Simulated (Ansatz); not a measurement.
The calculation used DFT PBE, scalar-relativistic, plane waves, PAW (Ansatz). All cells share a 420 eV cutoff and Γ-centred k meshes spaced at most about 0.3 Å⁻¹ (about 0.25 or finer for metals, 2π included). Collinear spin in cells that started with moments and kept them past the coarse steps, no spin elsewhere.

Temperature and zero-point effects are left out. All come from trial cells, and lower structures may exist.

Question: These unrelaxed guesses for Sc5Mo are each relaxed within their symmetry. Order them by the energy at which they end, lowest first.
A.

```xyz
6
Lattice="0.0000 3.7298 3.7298 3.7298 0.0000 3.7298 3.7298 3.7298 0.0000" Properties=species:S:1:pos:R:3 pbc="T T T"
Sc    1.8649    1.8649    1.8649
Sc    4.6554    2.8042    2.8042
Sc    4.6554    4.6554    4.6554
Sc    2.8042    2.8042    4.6554
Sc    2.8042    4.6554    2.8042
Mo    0.0000    0.0000    0.0000
```

B.

```xyz
6
Lattice="0.0000 4.0478 4.0478 4.0478 0.0000 4.0478 4.0478 4.0478 0.0000" Properties=species:S:1:pos:R:3 pbc="T T T"
Sc    3.1466    3.1466    3.1466
Sc    4.9490    4.9490    3.1466
Sc    4.9490    3.1466    4.9490
Sc    3.1466    4.9490    4.9490
Sc    6.0717    6.0717    6.0717
Mo    2.0239    2.0239    2.0239
```

C.

```xyz
6
Lattice="5.6078 0.0000 0.0000 -2.8039 4.8565 0.0000 0.0000 0.0000 4.3558" Properties=species:S:1:pos:R:3 pbc="T T T"
Sc    0.0000    3.2377    0.0000
Sc    2.8039    1.6188    0.0000
Sc    2.8039    0.0000    2.1779
Sc    1.4020    2.4283    2.1779
Sc   -1.4020    2.4283    2.1779
Mo    0.0000    0.0000    0.0000
```

D.

```xyz
6
Lattice="5.8664 0.0000 0.0000 0.0000 5.8664 0.0000 0.0000 0.0000 3.8200" Properties=species:S:1:pos:R:3 pbc="T T T"
Sc    4.4949    4.4949    0.0000
Sc    1.3714    1.3714    0.0000
Sc    1.3714    4.4949    0.0000
Sc    4.4949    1.3714    0.0000
Sc    0.0000    0.0000    1.9100
Mo    0.0000    0.0000    0.0000
```

Answer: A (ends in F-43m, 0 meV/atom), C (ends in P6/mmm, 180 meV/atom), D (ends in P4/mmm, 0.55 eV/atom), B (ends in F-43m, 0.71 eV/atom). Even the lowest end lies +0.56 eV/atom against the elements.

The magnetic state reached may not be the lowest. Cells relaxed within their symmetry can be saddle points. Some types were kept out of the candidates beforehand, so the set may lack a known form.
